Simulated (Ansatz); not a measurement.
Relaxation of a generated cell, PtSe2 built in the AFLOW prototype A2B_hP9_152_c_a (as in SiO2); 9 atoms in the cell, which starts as P3₁21 (No. 152), hP9; a = 5.878 Å, b = 5.878 Å, c = 6.466 Å, α = 90.00°, β = 90.00°, γ = 120.00°. Calculation: r2SCAN (plane waves to 500 eV, PAW, scalar-relativistic; Ansatz, a program for electronic structure). Γ-centred k-mesh 5×5×4 on the run's cell (coarser than for final values), Fermi–Dirac smearing 0.05 eV. This is the first round of the run. 

The optimiser's lines from the output (shortened; P is positive under compression):

```
relax step   1: F+E_penalty+E_count = -70439.45320887 eV  Δ(F+E_penalty+E_count) = +0.000e0 eV  max|allowed force component| = 1.140e1 eV/Å  Δτ_max = 0.0000 Å  P = +127.029 GPa  Ω = 193.460 Å³  (7 SCF iters, dr2 threshold 1.00e-7 eV, accepted)
relax step   2: F+E_penalty+E_count = -70463.74744669 eV  Δ(F+E_penalty+E_count) = -2.429e1 eV  max|allowed force component| = 6.098e0 eV/Å  Δτ_max = 0.1326 Å  P = +55.379 GPa  Ω = 223.116 Å³  (7 SCF iters, dr2 threshold 9.00e-7 eV, accepted)
relax step   3: F+E_penalty+E_count = -70474.12020365 eV  Δ(F+E_penalty+E_count) = -1.037e1 eV  max|allowed force component| = 2.809e0 eV/Å  Δτ_max = 0.1944 Å  P = +21.509 GPa  Ω = 239.581 Å³  (7 SCF iters, dr2 threshold 9.00e-7 eV, accepted)
relax step   4: F+E_penalty+E_count = -70477.21441849 eV  Δ(F+E_penalty+E_count) = -3.094e0 eV  max|allowed force component| = 8.994e-1 eV/Å  Δτ_max = 0.1944 Å  P = +5.168 GPa  Ω = 246.685 Å³  (7 SCF iters, dr2 threshold 9.00e-7 eV, accepted)
relax step   5: F+E_penalty+E_count = -70477.66337955 eV  Δ(F+E_penalty+E_count) = -4.490e-1 eV  max|allowed force component| = 1.796e-1 eV/Å  Δτ_max = 0.1680 Å  P = +0.746 GPa  Ω = 247.536 Å³  (8 SCF iters, dr2 threshold 9.00e-7 eV, accepted)
relax step   6: F+E_penalty+E_count = -70477.94218760 eV  Δ(F+E_penalty+E_count) = -2.788e-1 eV  max|allowed force component| = 5.457e-1 eV/Å  Δτ_max = 0.1907 Å  P = -1.617 GPa  Ω = 249.449 Å³  (7 SCF iters, dr2 threshold 9.00e-7 eV, accepted)
relax step   7: F+E_penalty+E_count = -70477.98630310 eV  Δ(F+E_penalty+E_count) = -4.412e-2 eV  max|allowed force component| = 6.428e-1 eV/Å  Δτ_max = 0.1952 Å  P = -3.095 GPa  Ω = 250.122 Å³  (7 SCF iters, dr2 threshold 9.00e-7 eV, accepted)
relax step   8: F+E_penalty+E_count = -70478.28272479 eV  Δ(F+E_penalty+E_count) = -2.964e-1 eV  max|allowed force component| = 2.599e-1 eV/Å  Δτ_max = 0.0658 Å  P = +0.663 GPa  Ω = 238.614 Å³  (7 SCF iters, dr2 threshold 9.00e-7 eV, accepted)
relax step   9: F+E_penalty+E_count = -70478.31453813 eV  Δ(F+E_penalty+E_count) = -3.181e-2 eV  max|allowed force component| = 4.814e-2 eV/Å  Δτ_max = 0.0499 Å  P = +0.092 GPa  Ω = 240.488 Å³  (6 SCF iters, dr2 threshold 9.00e-7 eV, accepted)
relax step  10: F+E_penalty+E_count = -70478.32222118 eV  Δ(F+E_penalty+E_count) = -7.683e-3 eV  max|allowed force component| = 4.455e-2 eV/Å  Δτ_max = 0.0431 Å  P = -0.038 GPa  Ω = 243.276 Å³  (6 SCF iters, dr2 threshold 1.45e-7 eV, accepted)
relax step  11: F+E_penalty+E_count = -70478.33246581 eV  Δ(F+E_penalty+E_count) = -1.024e-2 eV  max|allowed force component| = 9.314e-2 eV/Å  Δτ_max = 0.0344 Å  P = -0.127 GPa  Ω = 243.320 Å³  (6 SCF iters, dr2 threshold 1.24e-7 eV, accepted)
relax step  12: F+E_penalty+E_count = -70478.38131969 eV  Δ(F+E_penalty+E_count) = -4.885e-2 eV  max|allowed force component| = 1.996e-1 eV/Å  Δτ_max = 0.0654 Å  P = -0.461 GPa  Ω = 244.844 Å³  (6 SCF iters, dr2 threshold 5.42e-7 eV, accepted)
relax step  13: F+E_penalty+E_count = -70478.53483038 eV  Δ(F+E_penalty+E_count) = -1.535e-1 eV  max|allowed force component| = 3.861e-1 eV/Å  Δτ_max = 0.1463 Å  P = -2.019 GPa  Ω = 244.853 Å³  (7 SCF iters, dr2 threshold 9.00e-7 eV, accepted)
relax step  14: F+E_penalty+E_count = -70478.79705749 eV  Δ(F+E_penalty+E_count) = -2.622e-1 eV  max|allowed force component| = 4.945e-1 eV/Å  Δτ_max = 0.1847 Å  P = -4.140 GPa  Ω = 245.407 Å³  (7 SCF iters, dr2 threshold 9.00e-7 eV, accepted)
relax step  15: F+E_penalty+E_count = -70479.24792127 eV  Δ(F+E_penalty+E_count) = -4.509e-1 eV  max|allowed force component| = 5.664e-1 eV/Å  Δτ_max = 0.1961 Å  P = -4.750 GPa  Ω = 241.934 Å³  (7 SCF iters, dr2 threshold 9.00e-7 eV, accepted)
relax step  16: F+E_penalty+E_count = -70480.07756139 eV  Δ(F+E_penalty+E_count) = -8.296e-1 eV  max|allowed force component| = 4.486e-1 eV/Å  Δτ_max = 0.2000 Å  P = -1.720 GPa  Ω = 227.290 Å³  (7 SCF iters, dr2 threshold 9.00e-7 eV, accepted)
relax step  17: F+E_penalty+E_count = -70480.63414364 eV  Δ(F+E_penalty+E_count) = -5.566e-1 eV  max|allowed force component| = 4.320e-1 eV/Å  Δτ_max = 0.1951 Å  P = -1.530 GPa  Ω = 213.356 Å³  (7 SCF iters, dr2 threshold 9.00e-7 eV, accepted)
relax step  18: F+E_penalty+E_count = -70480.62435502 eV  Δ(F+E_penalty+E_count) = +9.789e-3 eV  max|allowed force component| = 6.455e-1 eV/Å  Δτ_max = 0.1934 Å  P = -1.976 GPa  Ω = 206.942 Å³  (9 SCF iters, dr2 threshold 9.00e-7 eV, rejected (line search))
relax step  19: F+E_penalty+E_count = -70480.81506699 eV  Δ(F+E_penalty+E_count) = -1.809e-1 eV  max|allowed force component| = 1.954e-1 eV/Å  Δτ_max = 0.0967 Å  P = -0.815 GPa  Ω = 210.908 Å³  (11 SCF iters, accepted)
relax step  20: F+E_penalty+E_count = -70480.84541670 eV  Δ(F+E_penalty+E_count) = -3.035e-2 eV  max|allowed force component| = 6.142e-2 eV/Å  Δτ_max = 0.1000 Å  P = +0.125 GPa  Ω = 207.625 Å³  (7 SCF iters, dr2 threshold 9.00e-7 eV, accepted)
relax step  21: F+E_penalty+E_count = -70480.85777782 eV  Δ(F+E_penalty+E_count) = -1.236e-2 eV  max|allowed force component| = 3.896e-2 eV/Å  Δτ_max = 0.0358 Å  P = +0.070 GPa  Ω = 208.520 Å³  (7 SCF iters, dr2 threshold 7.61e-7 eV, accepted)
relax step  22: F+E_penalty+E_count = -70480.85861171 eV  Δ(F+E_penalty+E_count) = -8.339e-4 eV  max|allowed force component| = 2.978e-3 eV/Å  Δτ_max = 0.0029 Å  P = +0.001 GPa  Ω = 208.288 Å³  (4 SCF iters, dr2 threshold 4.80e-7 eV, accepted)
relax step  23: F+E_penalty+E_count = -70480.87701140 eV  Δ(F+E_penalty+E_count) = -1.840e-2 eV  max|allowed force component| = 3.461e-3 eV/Å  Δτ_max = 0.0000 Å  P = +0.101 GPa  Ω = 208.288 Å³  stress off target by 3.26e-1 GPa  SCF on the basis re-selected at this cell (its energy is not comparable with the rows above)  (9 SCF iters)
relax step  24: F+E_penalty+E_count = -70480.87737655 eV  Δ(F+E_penalty+E_count) = -3.651e-4 eV  max|allowed force component| = 6.432e-3 eV/Å  Δτ_max = 0.0028 Å  P = +0.007 GPa  Ω = 208.446 Å³  (5 SCF iters, dr2 threshold 2.65e-7 eV, accepted)
relax step  25: F+E_penalty+E_count = -70480.87741589 eV  Δ(F+E_penalty+E_count) = -3.934e-5 eV  max|allowed force component| = 6.419e-3 eV/Å  Δτ_max = 0.0000 Å  P = +0.007 GPa  Ω = 208.446 Å³  stress off target by 1.03e-2 GPa  SCF on the basis re-selected at this cell (its energy is not comparable with the rows above)  (7 SCF iters)
```

From the first to the last row the energy changes by -4.60 eV/atom and the volume by +7.7 %. The last row is marked as not comparable with the walk above it, whose basis was carried along; it does compare with step 1, since both stand on a basis selected at the nominal cutoff for their own cell.

Step 18 was rejected by the optimiser.

Later rounds, restarted from the end of this one on a renewed k-mesh, logged 8 more steps and released under 0.01 eV/atom more. The final structure after all rounds: P3₁21 (No. 152), hP9; a = 5.4592 Å, b = 5.4592 Å, c = 8.0945 Å, α = 90.00°, β = 90.00°, γ = 120.00°. Between re-selections the logged energies stand on a plane-wave basis carried along with the cell. No spin polarisation in the result.

The run could not lose the symmetry of its start: the end is stationary, and may be a saddle point rather than a minimum.

The relaxed structure here is a generated cell of PtSe2: the first start was made by placing the elements on the sites of a structure type, and the end was not matched to a known phase here, so it may be hypothetical. Known forms of PtSe2 include space group No. 164.
